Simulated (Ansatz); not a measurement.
MgTiNO in space group P4/nmm (No. 129; Pearson symbol tP16) under volume change, plane-wave PAW PBE (Ansatz code), shape and atoms relaxed at each volume.

```csv
V (Å³/atom),E − E(relaxed) (meV/atom),P (GPa)
8.774,57.1,23.02
9.063,23.9,14.04
9.352,5.6,6.43
9.641,0.0,0.00
9.931,5.0,-5.42
10.220,19.0,-9.91
10.509,40.3,-13.56
```

### Question
What does a third-order Birch–Murnaghan fit give for V₀, B₀ and B′?

### Answer
V₀ = 9.64 Å³/atom, B₀ = 195 GPa, B′ = 4.8.

The start of the workflow was typed in or built on a structure type; neither database checked (COD, Materials Project) lists it. Its standing as an ambient phase is unchecked. Symmetry was held in the PBE relaxation; whether a distortion lowers the energy is not shown. The workflow began spin-polarised and lost its moments.

Potentials: the earlier of the program's two PAW sets.
